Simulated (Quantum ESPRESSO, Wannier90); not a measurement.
# Wannier functions of TiO2 (rutile)

```
begin unit_cell_cart
ang
    4.5998400000    0.0000000000    0.0000000000
    0.0000000000    4.5998400000    0.0000000000
    0.0000000000    0.0000000000    2.9592100000
end unit_cell_cart
begin atoms_frac
Ti   0.5000000000  0.5000000000  0.0000000000
Ti   0.0000000000  0.0000000000  0.5000000000
O   -0.3043200000 -0.3043200000  0.5000000000
O    0.3043200000  0.3043200000  0.5000000000
O   -0.1956800000  0.1956800000  0.0000000000
O    0.1956800000 -0.1956800000  0.0000000000
end atoms_frac
```

Structure: Materials Project mp-2657, symmetrised, not relaxed again. COD (Crystallography Open Database) has the formula in 6 space groups, this one among them (matched by group alone). Computed values, not measurements, from PBE: Quantum ESPRESSO (norm-conserving PseudoDojo potentials, cutoff 68 Ry, no spin polarisation, no spin-orbit coupling) on a Γ-centred 6×6×8 mesh, then Wannier90. Density: 8×8×10 mesh, cold smearing 0.01 Ry.

Bands 13-24 form an isolated set from -5.76 to 0.00 eV relative to the valence-band maximum (on the path) and are turned into 12 Wannier functions by minimising the spread from the start: atomic waves O 2p.

**Question.** Where do the functions sit, how wide are they and what are they made of?

**Answer.** 
```tsv
functions	spread (Å²)	nearest atom, distance (Å)	second atom, distance (Å)	weight on atomic waves
4	1.19	O 0.10	Ti 1.89	O 2p 80 %, Ti 3d 16 %
8	1.24	O 0.01	Ti 1.94	O 2p 80 %, Ti 3d 16 %
```

Ω_I = 14.39 Å², Ω_total = 14.71 Å²; the interpolated bands follow pw.x to 0.5 meV rms on the path. Only this start was tried; a symmetric start can stop on a saddle, and mixtures of these functions could lower the total by at most Ω_total − Ω_I.
